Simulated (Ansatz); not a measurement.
A geometry of TaAs away from equilibrium: the start of the relaxation of a relaxed TaAs cell displaced along its unstable phonon at q = (0, 0, ½) of its primitive reciprocal cell (30i cm⁻¹), largest move 0.15 Å. Method: PBE (plane waves to 420 eV, PAW, scalar-relativistic; Ansatz, a first-principles code). Γ-centred k-mesh 7×7×4 on the run's cell (coarser than for final values), Fermi–Dirac smearing 0.05 eV.

```xyz
12
Lattice="5.6625 0.0000 0.0000 -2.8312 4.9038 0.0000 0.0000 0.0000 8.5270" Properties=species:S:1:pos:R:3 pbc="T T T"
Ta     2.8312     0.0000     0.1382
Ta     2.8312     0.0000     4.1253
Ta     1.4156     2.4519    -0.0691
Ta     1.4156     2.4519     4.3326
Ta    -1.4156     2.4519    -0.0691
Ta    -1.4156     2.4519     4.3326
As     0.0000     0.0000     0.0000
As     0.0000     0.0000     4.2635
As     0.0000     3.1192     2.1318
As     0.0000     3.4192     6.3953
As     2.8312     1.7846     2.1318
As     2.8312     1.4846     6.3953
```

### Question
What forces act on the atoms (eV/Å)?

### Answer
| atom | Fx | Fy | Fz |
|---|---|---|---|
| Ta1 | 0.00 | 0.00 | 0.04 |
| Ta2 | 0.00 | 0.00 | -0.04 |
| Ta3 | 0.00 | 0.00 | -0.03 |
| Ta4 | 0.00 | 0.00 | 0.03 |
| Ta5 | 0.00 | 0.00 | -0.03 |
| Ta6 | 0.00 | 0.00 | 0.03 |
| As7 | 0.00 | 0.00 | 0.01 |
| As8 | 0.00 | 0.00 | -0.01 |
| As9 | 0.00 | 0.06 | 0.00 |
| As10 | 0.00 | -0.12 | 0.00 |
| As11 | 0.00 | -0.06 | 0.00 |
| As12 | 0.00 | 0.12 | 0.00 |

### Question
What is the pressure?

### Answer
-0.5 GPa, compression positive.

### Question
How much energy per atom can still be gained by relaxing?

### Answer
under 0.01 eV/atom; the path ends in Cmmm (No. 65).

No spin polarisation in the result.

The run could not lose the symmetry of its start: the end is stationary, and may be a saddle point rather than a minimum.

The end of the path is a generated cell of TaAs: the first start was made by placing the elements on the sites of a structure type, and the end was not matched to a known phase here, so it may be hypothetical. Known forms of TaAs include space group No. 109.
